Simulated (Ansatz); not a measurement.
Pb:
```cif
data_Pb2
_chemical_formula_sum 'Pb2'
_space_group_name_H-M_alt 'P 1'
_space_group_IT_number 1
_cell_length_a 3.44380
_cell_length_b 3.44380
_cell_length_c 5.85895
_cell_angle_alpha 90.000
_cell_angle_beta 90.000
_cell_angle_gamma 120.000
loop_
_space_group_symop_operation_xyz
  'x, y, z'
loop_
_atom_site_label
_atom_site_type_symbol
_atom_site_fract_x
_atom_site_fract_y
_atom_site_fract_z
_atom_site_occupancy
Pb1 Pb 0.33333 0.66667 0.25000 1
Pb2 Pb 0.66667 0.33333 0.75000 1
```

This is the PBEsol-relaxed structure.

### Question
All from PBEsol in the plane-wave PAW code Ansatz, unless another level is named. Predict the highest zone-centre frequency.

### Answer
61 cm^-1.

### Question
Predict the Hill bulk and shear moduli.

### Answer
45.3 and 11.6 GPa.

Space group P6_3/mmc (hcp (Mg type)). The workflow started from a Materials Project entry (that database holds measured and hypothetical structures alike); the Crystallography Open Database files this formula in space group No. 194, but the cells were not matched. It is not the phase usual at ambient conditions (space group No. 225). Symmetry was held in the PBEsol relaxation; of distortions, only those at the zone centre were tested. As this level gives no gap, shear constants depend on the k-mesh and smearing (Fermi–Dirac, 0.1 eV here). As this level gives no gap, phonon frequencies hold no LO–TO term and depend on the k-mesh and smearing (Fermi–Dirac, 0.1 eV here). On the denser mesh and wider smearing of the elastic run this cell carries a stress of 1.0 GPa. Scalar-relativistic: spin–orbit coupling is off unless named, which matters more the heavier the elements.

Potentials: the later of the program's two PAW sets.
